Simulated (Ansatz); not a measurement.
## BiTe: strain and displacement

```xyz
2
Lattice="0.0000 3.2350 3.2350 3.2350 0.0000 3.2350 3.2350 3.2350 0.0000" Properties=species:S:1:pos:R:3 pbc="T T T"
Bi    0.0000    0.0000    0.0000
Te    3.2350    3.2350    3.2350
```

Atoms are numbered in the order listed.

The geometry is COD entry 9008604, unchecked; take it as a test cell.

No spin–orbit coupling, which matters for the heavy atoms here.

These are results of DFT, LDA, all-electron LAPW, scalar-relativistic in Ansatz 0.2.0, not measurements.

Sampling and basis: a Γ-centred 10×10×10 k mesh, Fermi–Dirac smearing of 0.08 eV, basis error target 0.5 meV/atom, no spin polarisation.

The unchanged cell is at -2.77 GPa.

In a metal, stresses and small energies carry noise from the k mesh.

x, y and z are the Cartesian axes of the cell as listed; fractional coordinates follow a strain, and an engineering shear is twice the off-diagonal strain component.

Question: With this change (equal xy, yz and zx engineering shear strains of -2 %), what becomes of the energy and stress?

Answer: Energy change under 1 meV/atom; stress change (xx, yy, zz, yz, xz, xy) -0.02, -0.02, -0.02, 0.02, 0.02, 0.02 GPa, compression positive.

Question: With this change (equal xy, yz and zx engineering shear strains of -1 %), what becomes of the energy and stress?

Answer: Energy change under 1 meV/atom; stress change (xx, yy, zz, yz, xz, xy) -0.01, -0.01, -0.01, 0.01, 0.01, 0.01 GPa, compression positive.

Question: With this change (equal xy, yz and zx engineering shear strains of +1 %), what becomes of the energy and stress?

Answer: Energy change under 1 meV/atom; stress change (xx, yy, zz, yz, xz, xy) -0.01, -0.01, -0.01, -0.01, -0.01, -0.01 GPa, compression positive.

Question: With this change (equal xy, yz and zx engineering shear strains of +2 %), what becomes of the energy and stress?

Answer: Energy change under 1 meV/atom; stress change (xx, yy, zz, yz, xz, xy) -0.02, -0.02, -0.02, -0.03, -0.03, -0.03 GPa, compression positive.
